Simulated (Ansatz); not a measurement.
Data:

Al₂Mo₃C:
```
Al2Mo3C
1.0
    6.85233     0.00000     0.00000
    0.00000     6.85233     0.00000
    0.00000     0.00000     6.85233
Al Mo C
8 12 4
Direct
  0.56679   0.43321   0.93321
  0.81679   0.31679   0.18321
  0.93321   0.56679   0.43321
  0.68321   0.68321   0.68321
  0.06679   0.06679   0.06679
  0.31679   0.18321   0.81679
  0.43321   0.93321   0.56679
  0.18321   0.81679   0.31679
  0.62500   0.29845   0.54845
  0.95155   0.37500   0.79845
  0.87500   0.70155   0.04845
  0.54845   0.62500   0.29845
  0.12500   0.20155   0.45155
  0.45155   0.12500   0.20155
  0.37500   0.79845   0.95155
  0.04845   0.87500   0.70155
  0.79845   0.95155   0.37500
  0.29845   0.54845   0.62500
  0.20155   0.45155   0.12500
  0.70155   0.04845   0.87500
  0.87500   0.12500   0.62500
  0.12500   0.62500   0.87500
  0.62500   0.87500   0.12500
  0.37500   0.37500   0.37500
```

This is the r²SCAN-relaxed structure.

Task: All from r²SCAN in the plane-wave PAW code Ansatz, unless another level is named. Estimate the electronic character.

Result: metallic (no gap).

Task: Next, the formation energy from the elements (no fitted shifts)?

Result: -0.21 eV/atom.

Task: Next, the density of states at the Fermi level?

Result: 0.60 states/eV per atom (mean over ±0.08 eV).

Task: Next, the gap with spin–orbit coupling?

Result: none (metallic).

Space group P4_132. The first step of the workflow began from a Materials Project structure, measured or hypothetical; the Crystallography Open Database copy checked does not list it. Whether it is the stable phase at ambient conditions was not checked. Symmetry was held in the r²SCAN relaxation; whether a distortion lowers the energy is not shown. No spin polarisation was allowed. The references are the lowest solids computed at this level, not always the standard phases. Spin–orbit coupling is left out wherever it is not named.

Potentials: the later of the program's two PAW sets.
